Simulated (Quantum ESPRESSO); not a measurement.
## In2Au3Mo2Ru (input and log of a self-consistent run)

Simulated, not a measurement. The program is pw.x of Quantum ESPRESSO 7.5 (plane-wave density functional theory). The cell is made up: eight metal atoms on a hexagonal close-packed lattice, with elements, volume, strain and displacements drawn at random and not relaxed, so it may be unstable or far from any real phase. PseudoDojo standard norm-conserving files set the functional (PBE unless stated); there is no spin polarisation or spin-orbit coupling, the Fermi-Dirac width of 0.25 eV means electrons at about 2900 K, and the masses in the input are unused placeholders. Heavy elements are run without spin-orbit coupling, which real alloys of them have. A spin test at this wide smearing found no moment, but such smearing suppresses magnetism that the real alloy may have.

Input:

```
&control calculation='scf', pseudo_dir='./dojo.nc.sr.pbe.v0_5.standard.upf', outdir='./o', disk_io='minimal', tprnfor=.true., tstress=.true. /
&system ibrav=0, nat=8, ntyp=4, nbnd=76, ecutwfc=84.00895049, nosym=.true., tot_charge=0,
 occupations='smearing', smearing='fd', degauss=0.0183746611
/
&electrons conv_thr=1.470e-08, electron_maxstep=70, mixing_beta=0.5 /
ATOMIC_SPECIES
Au 1.0 Au.upf
In 1.0 In.upf
Mo 1.0 Mo.upf
Ru 1.0 Ru.upf
CELL_PARAMETERS angstrom
3.049 -0.0087 -0.0338
1.5873 -2.5935 -4.9175
1.5572 7.7639 -4.9179
ATOMIC_POSITIONS angstrom
In -0.0188 -0.0112 -0.0351
Au 1.5784 2.6217 -4.8163
Au 1.5158 -0.8233 -2.4794
In 3.1595 1.7821 -7.3492
Mo 3.0295 5.1184 -4.8865
Au 3.1973 -0.0081 -4.942
Mo 3.0494 1.7725 -2.4199
Ru 4.6597 4.3066 -7.3778
K_POINTS automatic
8 4 3 1 1 1
```

The log is shortened where brackets say so; the opening notice, blank lines, dates and the lines on written files are dropped, and the path of the files is cut. It prints rydbergs, bohrs and kilobars, and counts compression as positive stress. Its total energy is the free energy E - TS of the whole cell.

```
     Program PWSCF v.7.5
     Parallel version (MPI & OpenMP), running on       4 processor cores
     Number of MPI processes:                 4
     Threads/MPI process:                     1
     [start-up lines left out]
     bravais-lattice index     =            0
     lattice parameter (alat)  =       5.7622  a.u.
     unit-cell volume          =    1044.2512 (a.u.)^3
     number of atoms/cell      =            8
     number of atomic types    =            4
     number of electrons       =       127.00
     number of Kohn-Sham states=           76
     kinetic-energy cutoff     =      84.0090  Ry
     charge density cutoff     =     336.0358  Ry
     scf convergence threshold =      1.5E-08
     mixing beta               =       0.5000
     number of iterations used =            8  plain     mixing
     Exchange-correlation= PBE
                           (   1   4   3   4   0   0   0)
     [axes and pseudopotential details left out]
   Cartesian axes
     site n.     atom                  positions (alat units)
         1        In     tau(   1) = (  -0.0061656  -0.0036731  -0.0115112  )
         2        Au     tau(   2) = (   0.5176440   0.8597994  -1.5795292  )
         3        Au     tau(   3) = (   0.4971140  -0.2700053  -0.8131314  )
         4        In     tau(   4) = (   1.0361735   0.5844484  -2.4102062  )
         5        Mo     tau(   5) = (   0.9935394   1.6786044  -1.6025516  )
         6        Au     tau(   6) = (   1.0485702  -0.0026564  -1.6207531  )
         7        Mo     tau(   7) = (   1.0000657   0.5813001  -0.7936181  )
         8        Ru     tau(   8) = (   1.5281714   1.4123706  -2.4195857  )
     number of k points=    48  Fermi-Dirac smearing, width (Ry)=  0.0184
                       cart. coord. in units 2pi/alat
        k(    1) = (   0.0618289   0.0124438  -0.0641143), wk =   0.0416667
        k(    2) = (   0.0624184  -0.1838159   0.0395838), wk =   0.0416667
     [further k points left out]
     Dense  grid:   108595 G-vectors     FFT dimensions: (  36,  64, 108)
     Estimated max dynamical RAM per process >     386.29 MB
     Estimated total dynamical RAM >       1.43 GB
     Initial potential from superposition of free atoms
     starting charge     126.9882, renormalised to     127.0000
     Starting wfcs are   78 randomized atomic wfcs
     total cpu time spent up to now is        7.3 secs
     per-process dynamical memory:   300.6 Mb
     Self-consistent Calculation
     iteration #  1     ecut=    84.01 Ry     beta= 0.50
     Davidson diagonalization with overlap
     ethr =  1.00E-02,  avg # of iterations =  4.6
     total cpu time spent up to now is       24.9 secs
     total energy              =   -1637.08587880 Ry
     estimated scf accuracy    <       1.94105718 Ry
     iteration #  2     ecut=    84.01 Ry     beta= 0.50
     Davidson diagonalization with overlap
     ethr =  1.53E-03,  avg # of iterations =  4.7
     total cpu time spent up to now is       45.9 secs
     total energy              =   -1634.71681165 Ry
     estimated scf accuracy    <      81.92738614 Ry
     iteration #  3     ecut=    84.01 Ry     beta= 0.50
     Davidson diagonalization with overlap
     ethr =  1.53E-03,  avg # of iterations =  4.9
     total cpu time spent up to now is       67.9 secs
     total energy              =   -1637.58239415 Ry
     estimated scf accuracy    <       5.32382081 Ry
     iteration #  4     ecut=    84.01 Ry     beta= 0.50
     Davidson diagonalization with overlap
     ethr =  1.53E-03,  avg # of iterations =  2.0
     total cpu time spent up to now is       83.4 secs
     total energy              =   -1637.89129959 Ry
     estimated scf accuracy    <       4.18997511 Ry
     iteration #  5     ecut=    84.01 Ry     beta= 0.50
     Davidson diagonalization with overlap
     ethr =  1.53E-03,  avg # of iterations =  1.6
     total cpu time spent up to now is       97.7 secs
     total energy              =   -1638.07618257 Ry
     estimated scf accuracy    <       0.55394240 Ry
     [iterations 6 to 11 left out]
     iteration # 12     ecut=    84.01 Ry     beta= 0.50
     Davidson diagonalization with overlap
     ethr =  2.29E-09,  avg # of iterations =  5.1
     total cpu time spent up to now is      207.5 secs
     total energy              =   -1638.11642553 Ry
     estimated scf accuracy    <       0.00000045 Ry
     iteration # 13     ecut=    84.01 Ry     beta= 0.50
     Davidson diagonalization with overlap
     ethr =  3.55E-10,  avg # of iterations =  2.1
     total cpu time spent up to now is      224.0 secs
     total energy              =   -1638.11642558 Ry
     estimated scf accuracy    <       0.00000029 Ry
     iteration # 14     ecut=    84.01 Ry     beta= 0.50
     Davidson diagonalization with overlap
     ethr =  2.31E-10,  avg # of iterations =  2.0
     total cpu time spent up to now is      238.6 secs
     total energy              =   -1638.11642557 Ry
     estimated scf accuracy    <       0.00000092 Ry
     iteration # 15     ecut=    84.01 Ry     beta= 0.50
     Davidson diagonalization with overlap
     ethr =  2.31E-10,  avg # of iterations =  1.0
     total cpu time spent up to now is      251.9 secs
     total energy              =   -1638.11642561 Ry
     estimated scf accuracy    <       0.00000006 Ry
     iteration # 16     ecut=    84.01 Ry     beta= 0.50
     Davidson diagonalization with overlap
     ethr =  4.93E-11,  avg # of iterations =  1.3
     total cpu time spent up to now is      265.9 secs
     End of self-consistent calculation
     [lines on levels left out]
!    total energy              =   -1638.11642562 Ry
     estimated scf accuracy    <          4.3E-09 Ry
     smearing contrib. (-TS)   =      -0.12237071 Ry
     internal energy E=F+TS    =   -1637.99405491 Ry
     The total energy is F=E-TS. E is the sum of the following terms:
     one-electron contribution =    -484.57705916 Ry
     hartree contribution      =     315.14519509 Ry
     xc contribution           =    -311.32082851 Ry
     ewald contribution        =   -1157.24136233 Ry
     convergence has been achieved in  16 iterations
     Forces acting on atoms (cartesian axes, Ry/au):
     atom    1 type  2   force =     0.00049729   -0.01398517    0.02153996
     atom    2 type  1   force =    -0.00170201    0.01105238    0.00187459
     atom    3 type  1   force =     0.00234941   -0.00933281    0.00797698
     atom    4 type  2   force =    -0.00514615    0.01731191    0.01268130
     atom    5 type  3   force =     0.00779339   -0.00582026   -0.04329673
     atom    6 type  1   force =    -0.00647263    0.00843648   -0.00559633
     atom    7 type  3   force =     0.00592874   -0.01468807   -0.01062785
     atom    8 type  4   force =    -0.00324805    0.00702553    0.01544808
     Total force =     0.064866     Total SCF correction =     0.000298
     Computing stress (Cartesian axis) and pressure
          total   stress  (Ry/bohr**3)                   (kbar)     P=     -111.63
  -0.00075124   0.00001094   0.00001265         -110.51        1.61        1.86
   0.00001094  -0.00076606  -0.00002165            1.61     -112.69       -3.19
   0.00001265  -0.00002165  -0.00075930            1.86       -3.19     -111.70
     init_run     :      6.78s CPU      7.04s WALL (       1 calls)
     electrons    :    253.03s CPU    258.66s WALL (       1 calls)
     forces       :      2.22s CPU      2.25s WALL (       1 calls)
     stress       :      8.16s CPU      8.16s WALL (       1 calls)
     [timing details left out]
     PWSCF        :   4m30.44s CPU   4m36.46s WALL
     JOB DONE.
```

In other units: free energy -22287.709 eV for the cell, pressure -11.16 GPa, largest force component 1.113 eV/Å in size. The run took 278 s of wall time with four MPI processes on a shared machine (Intel Xeon, older, virtual cores), so the time is rough. A rerun of this cell at a higher cutoff and on a denser mesh moved values by no more than 0.006 eV in energy, 0.02 GPa in stress and 0.005 eV/Å in force, and a second program with other atomic files agreed on that cell to 2 % rms in force and 0.5 GPa in pressure.